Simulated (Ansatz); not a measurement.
Ba2N (space group R-3m)

```
CELL_PARAMETERS angstrom
      1.96209     1.13281     7.48910
     -1.96209     1.13281     7.48910
      0.00000    -2.26563     7.48910
ATOMIC_POSITIONS crystal
  Ba 0.73246 0.73246 0.73246
  Ba 0.26754 0.26754 0.26754
  N  0.00000 0.00000 0.00000
```

The slice is a (1 -1 0 2) plane (indices of the conventional cell) through the point (0.733, 0.733, 0.733) (fractional), spanned by u = [1 0 -1] and v = [010] in vectors of this cell: u (3.92 Å) and v (7.82 Å, at 90° to u). It covers one period; positions are fractions (u, v).

All values below come from PBEsol (plane waves to 420 eV, PAW, scalar-relativistic; Ansatz, a program for electronic structure). k mesh 14×14×14. Inside the PAW spheres the values are not all-electron values, and peaks at nuclei hang on which shells count as valence. Ba2N was relaxed with its symmetry unable to fall.

### Question
Sketch the valence electron density on this plane as a map.

### Answer
```
|#%@@%*=:::=*%@@%|
|@@@@#+--:--+#@@@|
|@@@%*=-----=*%@@|
|%%#*=-------=*#%|
|**+=---------=+*|
|=---::-----::---|
|:::::--===--::::|
|::::-=+***+=-:::|
|:::-=*#%%%#*=-::|
|:::=*%@@@@@%*=::|
|.:-+#@@@@@@@#+-:|
|.:-+%@@%%%@@%+-:|
|.:-*%@@%#%@@%*-:|
|..-+%@@@%@@@%+-.|
| .-+#@@@@@@@#+-.|
|  :=*#@@@@@#*=: |
|  .:=*#%%%#*=:. |
|   .:=+++++=:.  |
|    .::---::.   |
|      .....     |
|                |
|                |
|                |
|                |
|....         ...|
|---:.       .:--|
|**+=-.     .-=+*|
|%%#*=-.   .-=*#%|
|@@@%*=:. .:=*%@@|
|@@@@#+-...-+#@@@|
|#%@@%*-:.:-*%@@%|
|+#@@%*=:::=*%@@#|
```
Scale: ten equal steps from -1.58 (start of ' ') to 0.15 (end of '@'), in the order ' .:-=+*#%@'. Values: log₁₀ of the valence density in e/Å³. The map has 16 points along u (one character each, u = 0 at the left) and 32 along v (v = 0 in the bottom row). The scale is logarithmic, as a density can span decades between atoms and voids.
